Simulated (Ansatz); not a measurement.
**Magnetic orders of NbP**

All numbers below come from Ansatz, DFT r2SCAN, scalar-relativistic, plane waves, PAW.

```
Nb P
1.0
     0.00000    2.78513    2.78513
     2.78513    0.00000    2.78513
     2.78513    2.78513    0.00000
Nb P
1 1
Direct
  0.00000 0.00000 0.00000
  0.25000 0.25000 0.25000
```

- plane-wave cutoff: 500 eV
- Γ-centred k-mesh: 14×14×14
- occupation rule: Gaussian smearing, 0.1 eV
- list of starting moments (μB, in atom order): 2.5 0
- check for lower electronic states after the SCF: off

Each order was relaxed in cell and atoms. A propagation vector, in units of the reciprocal vectors, doubles the cell, which takes an equally dense mesh. r2SCAN tends to overstate moments in metals, so a weak moment here may be absent in the real material. Site moments are spin moments in atom-centred spheres that scale with the neighbour distance. The states are those that the runs reached from these starts; a lower one can exist.

Problem. Starts tried: no spin; large parallel starting moments; antiferromagnetic, doubled cell, propagation vector (0, 0, 1/2). Which state comes out lowest, and what are the moments?

Solution. The lowest state is antiferromagnetic, reached from the start “antiferromagnetic, doubled cell, propagation vector (0, 0, 1/2)”, with site moments (μB) Nb +0.38, Nb -0.38.

```json
{"start": "no spin", "ends": "non-magnetic", "energy above lowest (meV/atom)": "8.73", "site moments (μB)": "none over 0.05", "gap on mesh (eV)": "metal", "volume (Å³/atom)": "21.60"}
{"start": "large parallel starting moments", "ends": "non-magnetic", "energy above lowest (meV/atom)": "8.73", "site moments (μB)": "none over 0.05", "gap on mesh (eV)": "metal", "volume (Å³/atom)": "21.60"}
{"start": "antiferromagnetic, doubled cell, propagation vector (0, 0, 1/2)", "ends": "antiferromagnetic", "energy above lowest (meV/atom)": "0.00", "site moments (μB)": "Nb +0.38, Nb -0.38", "gap on mesh (eV)": "metal", "volume (Å³/atom)": "21.76"}
```

Cost: 3 runs of about 3.7 core-minutes in all, on AMD EPYC 9R45 (Zen 5) (shared hosts).